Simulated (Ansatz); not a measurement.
VGe (rock salt, Fm-3m), PBE (plane waves, PAW; program Ansatz), all energies at zero smearing, with the estimated change up to a 700 eV cutoff added, with one set of potentials and settings (totals compare only within such a set). Cell of 2 atoms (1 Ge, 1 V): -7207.198 eV.

```tsv
element	reference phase	E (eV/atom)
Ge	Fd-3m, 2 atoms in the cell	-4294.9847
V	Im-3m, 1 atoms in the cell	-2912.4140
```

Formation energy per atom, worked out: (-7207.198 − 1×(-4294.9847) − 1×(-2912.4140))/2 = 0.101 eV/atom (10 kJ per mol of atoms), at 0 K, without zero-point energy or fitted corrections.

A made-up cell: these elements were put on the sites of a structure type; neither database checked (COD, Materials Project) lists it. Its standing as an ambient phase is unchecked. The cell was relaxed with PBE under the symmetry of its start; whether a distortion lowers the energy is not shown. Spin order of the final state: ferromagnetic, the only order run, not a proven ground state. The cell computed holds one magnetic atom, so no antiferromagnetic order was within reach. The references are the lowest solids computed at this level, not always the standard phases.

Potentials: the later of the program's two PAW sets.
